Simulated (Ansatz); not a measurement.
CoNbS2 in space group P6_3/mmc (No. 194; S on 4f, Nb on 2b, Co on 2a), plane-wave PAW PBE+D3(BJ) (Ansatz code), all energies at zero smearing, with the estimated change up to a 700 eV cutoff added, with one set of potentials and settings (totals compare only within such a set). Cell of 8 atoms (4 S, 2 Nb, 2 Co): -22975.261 eV.

```tsv
element	reference phase	E (eV/atom)
S	Fddd, 32 atoms in the cell	-902.2562
Nb	Im-3m, 1 atoms in the cell	-4553.0294
Co	P6_3/mmc, 2 atoms in the cell, spin-polarised	-5126.5789
```

Formation energy per atom, worked out: (-22975.261 − 4×(-902.2562) − 2×(-4553.0294) − 2×(-5126.5789))/8 = -0.877 eV/atom (-85 kJ per mol of atoms), at 0 K, without zero-point energy or fitted corrections.

A made-up cell: these elements were put on the sites of a structure type; neither database checked (COD, Materials Project) lists it. Its standing as an ambient phase is unchecked. The PBE+D3(BJ) relaxation kept the symmetry of its start; whether a distortion lowers the energy is not shown. The workflow began spin-polarised and lost its moments. The references are the lowest solids computed at this level, not always the standard phases.

Potentials: the later of the program's two PAW sets.
